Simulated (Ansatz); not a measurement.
Data:

Zn:
```xyz
2
Lattice="2.5879 0.0000 0.0000 -1.2940 2.2412 0.0000 0.0000 0.0000 4.9279" Properties=species:S:1:pos:R:3 pbc="T T T"
Zn     0.0000     1.4941     3.6959
Zn     1.2940     0.7471     1.2320
```

This is the PBEsol-relaxed structure. x, y and z are the axes in which the lattice vectors are written.

Problem. All from the program Ansatz at the PBEsol level (PAW), unless another level is named. Give the Poisson's ratio.

Solution. 0.26.

Problem. Give the elastic constants (relaxed ions, GPa).

Solution. C11 = 213, C12 = 54.9, C13 = 55.8, C33 = 72.9, C44 = 35.3.

Space group P6_3/mmc (hcp (Mg type)). The cell keeps a stress of up to 0.3 GPa. Symmetry was held in the PBEsol relaxation. As this level gives no gap, shear constants depend on the k-mesh and smearing (Fermi–Dirac, 0.1 eV here). On the denser mesh and wider smearing of the elastic run this cell carries a stress of 0.7 GPa.

Potentials: the later of the program's two PAW sets.
